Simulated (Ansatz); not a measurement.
Relaxation of a relaxed Rh cell, doubled along one cell vector, shaken by Gaussian noise of σ = 0.08 Å a coordinate; 2 atoms in the cell, which starts as P-1 (No. 2), aP2; a = b = 2.6785 Å, c = 4.2353 Å, α = β = 80.91°, γ = 75.52°. Level of theory: PBE (plane waves to 420 eV, PAW, scalar-relativistic; Ansatz, an electronic-structure program). Γ-centred k-mesh 8×15×14 on the run's cell (coarser than for final values), Fermi–Dirac smearing 0.05 eV. This is the first round of the run. 

The optimiser's lines from the output (shortened; P is positive under compression):

```
relax step   1: F+E_penalty+E_count = -12805.44062482 eV  Δ(F+E_penalty+E_count) = +0.000e0 eV  max|allowed force component| = 3.545e-1 eV/Å  Δτ_max = 0.0000 Å  P = +0.430 GPa  Ω = 28.828 Å³  (7 SCF iters, dr2 threshold 1.00e-7 eV, accepted)
relax step   2: F+E_penalty+E_count = -12805.45432386 eV  Δ(F+E_penalty+E_count) = -1.370e-2 eV  max|allowed force component| = 7.735e-2 eV/Å  Δτ_max = 0.0278 Å  P = +0.213 GPa  Ω = 28.805 Å³  (6 SCF iters, dr2 threshold 2.00e-7 eV, accepted)
relax step   3: F+E_penalty+E_count = -12805.45621892 eV  Δ(F+E_penalty+E_count) = -1.895e-3 eV  max|allowed force component| = 9.050e-3 eV/Å  Δτ_max = 0.0151 Å  P = -0.031 GPa  Ω = 28.827 Å³  (6 SCF iters, dr2 threshold 2.00e-7 eV, accepted)
relax step   4: F+E_penalty+E_count = -12805.46828687 eV  Δ(F+E_penalty+E_count) = -1.207e-2 eV  max|allowed force component| = 7.471e-2 eV/Å  Δτ_max = 0.0122 Å  P = -0.038 GPa  Ω = 28.803 Å³  (6 SCF iters, dr2 threshold 2.00e-7 eV, accepted)
relax step   5: F+E_penalty+E_count = -12805.57700026 eV  Δ(F+E_penalty+E_count) = -1.087e-1 eV  max|allowed force component| = 1.583e-1 eV/Å  Δτ_max = 0.0172 Å  P = -0.876 GPa  Ω = 28.705 Å³  (6 SCF iters, dr2 threshold 2.00e-7 eV, accepted)
relax step   6: F+E_penalty+E_count = -12805.74405726 eV  Δ(F+E_penalty+E_count) = -1.671e-1 eV  max|allowed force component| = 1.968e-1 eV/Å  Δτ_max = 0.0111 Å  P = +0.273 GPa  Ω = 28.266 Å³  (6 SCF iters, dr2 threshold 2.00e-7 eV, accepted)
relax step   7: F+E_penalty+E_count = -12805.85350950 eV  Δ(F+E_penalty+E_count) = -1.095e-1 eV  max|allowed force component| = 2.480e-1 eV/Å  Δτ_max = 0.0092 Å  P = +1.442 GPa  Ω = 27.925 Å³  (6 SCF iters, dr2 threshold 2.00e-7 eV, accepted)
relax step   8: F+E_penalty+E_count = -12805.87040851 eV  Δ(F+E_penalty+E_count) = -1.690e-2 eV  max|allowed force component| = 5.815e-3 eV/Å  Δτ_max = 0.0469 Å  P = +0.188 GPa  Ω = 28.005 Å³  (6 SCF iters, dr2 threshold 2.00e-7 eV, accepted)
relax step   9: F+E_penalty+E_count = -12805.87047569 eV  Δ(F+E_penalty+E_count) = -6.718e-5 eV  max|allowed force component| = 2.181e-4 eV/Å  Δτ_max = 0.0010 Å  P = +0.030 GPa  Ω = 28.024 Å³  (6 SCF iters, dr2 threshold 2.00e-7 eV, accepted)
relax step  10: F+E_penalty+E_count = -12805.87047376 eV  Δ(F+E_penalty+E_count) = +1.932e-6 eV  max|allowed force component| = 8.617e-6 eV/Å  Δτ_max = 0.0000 Å  P = -0.002 GPa  Ω = 28.027 Å³  (6 SCF iters, dr2 threshold 5.38e-9 eV, accepted)
relax step  11: F+E_penalty+E_count = -12805.88224391 eV  Δ(F+E_penalty+E_count) = -1.177e-2 eV  max|allowed force component| = 8.332e-6 eV/Å  Δτ_max = 0.0000 Å  P = +0.677 GPa  Ω = 28.027 Å³  stress off target by 1.98e0 GPa  SCF on the basis re-selected at this cell (its energy is not comparable with the rows above)  (8 SCF iters)
relax step  12: F+E_penalty+E_count = -12805.88328825 eV  Δ(F+E_penalty+E_count) = -1.044e-3 eV  max|allowed force component| = 6.148e-5 eV/Å  Δτ_max = 0.0000 Å  P = +0.006 GPa  Ω = 28.099 Å³  (6 SCF iters, dr2 threshold 2.00e-7 eV, accepted)
relax step  13: F+E_penalty+E_count = -12805.88329895 eV  Δ(F+E_penalty+E_count) = -1.071e-5 eV  max|allowed force component| = 5.431e-6 eV/Å  Δτ_max = 0.0000 Å  P = +0.000 GPa  Ω = 28.100 Å³  (6 SCF iters, dr2 threshold 5.40e-8 eV, accepted)
relax step  14: F+E_penalty+E_count = -12805.88336750 eV  Δ(F+E_penalty+E_count) = -6.855e-5 eV  max|allowed force component| = 6.191e-6 eV/Å  Δτ_max = 0.0000 Å  P = -0.000 GPa  Ω = 28.100 Å³  stress off target by 4.65e-3 GPa  SCF on the basis re-selected at this cell (its energy is not comparable with the rows above)  (10 SCF iters)
```

From the first to the last row the energy changes by -0.22 eV/atom and the volume by -2.5 %. The last row is marked as not comparable with the walk above it, whose basis was carried along; it does compare with step 1, since both stand on a basis selected at the nominal cutoff for their own cell.

Energy and pressure jump between steps 10 and 11 at one geometry, where the plane-wave basis was selected anew. While the cell walks, the set of plane waves is carried along, so its effective cutoff drifts with the strain; re-selecting it at 420 eV moved the energy by -0.006 eV/atom and the pressure by 0.7 GPa. Only step 1 and rows on a re-selected basis compare with each other.

Later rounds, restarted from the end of this one on a renewed k-mesh, logged 4 more steps and released under 0.01 eV/atom more. The final structure after all rounds: Fm-3m (No. 225), cF4, fcc (Cu type); a = b = c = 3.830 Å, α = β = γ = 90.00°. Between re-selections the logged energies stand on a plane-wave basis carried along with the cell. No spin polarisation in the result.

The run could not lose the symmetry of its start.

Of the parent cell (I4/mmm (No. 139)): it is a generated cell of Rh: the first start was made by placing the elements on the sites of a structure type, and the end was not matched to a known phase here, so it may be hypothetical. Known forms of Rh include space group No. 225.
